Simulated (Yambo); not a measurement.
Yambo run on CsHF2 (space group I4/mcm, No. 140). The wavefunctions come from this Quantum ESPRESSO step (LDA, PseudoDojo standard norm-conserving files, scalar-relativistic):

```
&CONTROL
  calculation = 'nscf'
  pseudo_dir = './pseudo'
  outdir = './out'
/
&SYSTEM
  ibrav = 0
  nat = 8
  ntyp = 3
  ecutwfc = 84.0
  ecutrho = 336.0
  occupations = 'fixed'
  force_symmorphic = .true.
  nbnd = 209
/
&ELECTRONS
  conv_thr = 8e-09
  diago_full_acc = .true.
  diago_thr_init = 1e-08
/
ATOMIC_SPECIES
H 1.0080 H.upf
F 18.9984 F.upf
Cs 132.9055 Cs.upf
CELL_PARAMETERS angstrom
 -3.056300000000   3.056300000000   3.888825000000
  3.056300000000  -3.056300000000   3.888825000000
  3.056300000000   3.056300000000  -3.888825000000
ATOMIC_POSITIONS crystal
H   0.500000000000   0.000000000000   0.500000000000
H   0.000000000000   0.500000000000   0.500000000000
F   0.368010000000   0.868010000000   0.236020000000
F   0.631990000000   0.131990000000   0.763980000000
F   0.868010000000   0.631990000000   0.500000000000
F   0.131990000000   0.368010000000   0.500000000000
Cs   0.750000000000   0.750000000000   0.000000000000
Cs   0.250000000000   0.250000000000   0.000000000000
K_POINTS automatic
2 2 2 0 0 0
```

Yambo input:

```
rim_cut
gw0
dyson
el_el_corr
HF_and_locXC
ppa
em1d
RandQpts= 1000000
RandGvec= 1 Ry
EXXRLvcs= 84 Ry
VXCRLvcs= 336 Ry
Chimod= "HARTREE"
% BndsRnXp
 1 | 207 |
%
NGsBlkXp= 7 Ry
% LongDrXp
 1.0 | 1.0 | 1.0 |
%
PPAPntXp= 27.2114 eV
% GbndRnge
 1 | 207 |
%
GTermKind= "BG"
DysSolver= "n"
ExtendOut
% QPkrange
 1 | 1 | 24 | 25 |
 3 | 3 | 24 | 25 |
%
```

k points by index: 1 = Γ, 3 = N.

Table of the .qp output:

```
#    K-point    Band    Eo [eV]    E [eV]    E-Eo [eV]    Vxc [eV]    Vnlxc [eV]    Sc|Eo [eV]    Sc|E [eV]    dSc/dw|Eo [eV]    Re(Z)    Im(Z)
#
    1    24    0.000000    -2.479733    -2.479733    -21.48507    -28.96055    4.429835    4.995747    -6.209643    0.814198    -0.001252
    1    25    6.299822    7.722062    1.422240    -8.036503    -3.607297    -2.839875    -3.006966    -3.196750    0.894871    -0.661850E-3
    3    24    -0.169272    -2.680187    -2.510915    -21.51161    -29.14198    4.540279    5.119457    -6.276275    0.812577    -0.001283
    3    25    8.363889    9.907341    1.543452    -8.974589    -4.408261    -2.827514    -3.022875    -3.444064    0.887652    -0.832172E-3
```
(The two width columns are left out.) Convergence of these settings isn't established.

Geometry of the Materials Project entry, not relaxed at this level.

The structure is a Materials Project entry; no match was found in the copy of COD used, and its stability was not checked.
